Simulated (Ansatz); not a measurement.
MgSe (rock salt, Fm-3m), plane-wave PAW r²SCAN (Ansatz code). The conduction-band minimum lies at X, with 3 equivalent valleys. Second derivatives d²E/dk² of the lowest band at one valley (eV·Å²), along Cartesian directions:

```csv
direction,d²E/dk²
[100],15.78
[010],30.37
[001],30.37
[110],23.08
[101],23.08
[011],30.34
```

Task: Find the principal effective masses, the density-of-states mass and the conductivity mass.

Result: Off-diagonal terms follow from H_xy = H[110] − (H_xx + H_yy)/2, and m*/mₑ = 7.620 eV·Å² over each eigenvalue: 0.25, 0.25, 0.48. One valley's DOS mass (m₁m₂m₃)^(1/3) = 0.31, conductivity mass 3/(Σ 1/mᵢ) = 0.30 mₑ.

Task: What effective density of states Nc follows at 300 K for parabolic valleys?

Result: Nc = 2.509e19 × 3 × (0.31)^(3/2) ≈ 1.3e19 cm⁻³.

The r²SCAN relaxation kept the symmetry of its start. Scalar-relativistic: spin–orbit coupling is off unless named, which matters more the heavier the elements.

Potentials: the later of the program's two PAW sets.

Edges and masses are those of Kohn–Sham bands, whose gap is no quasiparticle gap.
